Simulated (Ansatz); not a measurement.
Sc3InN:
```
Sc3InN
1.0
    4.41551     0.00000     0.00000
    0.00000     4.41551     0.00000
    0.00000     0.00000     4.41551
In N Sc
1 1 3
Cartesian
  0.00000   0.00000   0.00000
  2.20775   2.20775   2.20775
  2.20775   2.20775   0.00000
  0.00000   2.20775   2.20775
  2.20775   0.00000   2.20775
```

Relaxed with PBEsol.

### Question
Give the Bader charges and basin volumes of the independent atoms, PBEsol in the plane-wave PAW code Ansatz.

### Answer


```json
[
 {"atom": "In1", "Bader charge (e)": "-2.04", "Bader volume (Å³)": "35.0"},
 {"atom": "N2", "Bader charge (e)": "-2.00", "Bader volume (Å³)": "14.3"},
 {"atom": "Sc3", "Bader charge (e)": "+1.35", "Bader volume (Å³)": "12.2"}
]
```

Space group Pm-3m (anti-perovskite). The workflow started from an entry of the Crystallography Open Database (COD). Whether it is the stable phase at ambient conditions was not checked. The cell was relaxed with PBEsol under the symmetry of its start; whether a distortion lowers the energy is not shown. The run is not spin-polarised.

Potentials: the later of the program's two PAW sets.
